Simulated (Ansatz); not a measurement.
Values for one crystal, relaxed and computed with the program Ansatz at the LDA level (PAW); other levels are named.

Volume per atom: 33.58 Å³
Band gap: 1.52 eV (direct)
Valence-band maximum: at R
Zone-centre stability: unstable, softest mode 25i cm⁻¹
Debye temperature from the elastic constants: 161 K
Conduction-band minimum: at R
Dynamical stability on the path: unstable, down to 59i cm⁻¹

Which of these materials gives this?
(A) CsPbCl3, cubic perovskite
(B) Hf3N4, I-43d (Hf on 12a, N on 16c)
(C) NaI, rock salt
(D) KCl, rock salt

A, CsPbCl3, cubic perovskite

Space group Pm-3m (cubic perovskite). This is a known high-temperature phase of the composition, computed here at zero pressure and temperature. Symmetry was held in the LDA relaxation. Spin–orbit coupling is left out wherever it is not named.

Potentials: the later of the program's two PAW sets.
